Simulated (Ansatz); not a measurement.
According to PBEsol (plane waves, PAW; program Ansatz), Sc in the diamond structure (Fd-3m) relaxes to a = 6.258 Å. Sc has 4 nearest neighbours from 2.71 Å (tetrahedral).

Electronic character: metallic (no gap).

The bulk modulus is 14.8 GPa.

The start of the workflow was typed in or built on a structure type; neither database checked (COD, Materials Project) lists it. It is not the phase usual at ambient conditions (space group No. 194). The cell was relaxed with PBEsol under the symmetry of its start; of distortions, only those at the zone centre were tested. No spin polarisation was allowed. The volume moved by -23 % from the start of the relaxation.

Potentials: the later of the program's two PAW sets.
